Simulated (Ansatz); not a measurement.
A calculation with the code Ansatz. Plane-wave DFT: natural occupations of the f shells on orthogonalised atomic orbitals at the end of the run, rising, by spin; atoms or cell relaxed as the task says.

```
cell
1.0
     4.3190    0.0000    0.0000
     0.0000    4.3190    0.0000
     0.0000    0.0000    8.2589
B Eu Pd
1 2 6
Direct
  0.5000 0.5000 0.0000
  0.0000 0.0000 0.7404
  0.0000 0.0000 0.2596
  0.0000 0.5000 0.0000
  0.0000 0.5000 0.5000
  0.5000 0.5000 0.7420
  0.5000 0.5000 0.2580
  0.5000 0.0000 0.0000
  0.5000 0.0000 0.5000
```

Starting moments (μB): Eu number 1 7.2, Eu number 2 7.2; others 0.

- cell charge: 0 e
- spin: collinear
- scf start: atoms
- lower state search: off
- functional: PBEsol
- wave cutoff: 420 eV
- k mesh: 8, 8, 4
- k shift: 0, 0, 0 mesh steps
- gaussian smearing: 0.05 eV
- task: relax cell and atoms

Q: How are the f shells occupied at the end?

A: 

```tsv
shell atom	shell element	shell spin	shell occupation 1 (e)	shell occupation 2 (e)	shell occupation 3 (e)	shell occupation 4 (e)	shell occupation 5 (e)	shell occupation 6 (e)	shell occupation 7 (e)
2	Eu	up	0.9	0.92	0.92	0.96	0.96	0.96	0.99
2	Eu	down	0.01	0.01	0.01	0.01	0.01	0.01	0.01
3	Eu	up	0.9	0.92	0.92	0.96	0.96	0.96	0.99
3	Eu	down	0.01	0.01	0.01	0.01	0.01	0.01	0.01
```

Caveats: 4f shell without a U, which puts 4f levels too near the Fermi level; occupations loosely converged; open f or d shells may hold a state above the lowest.
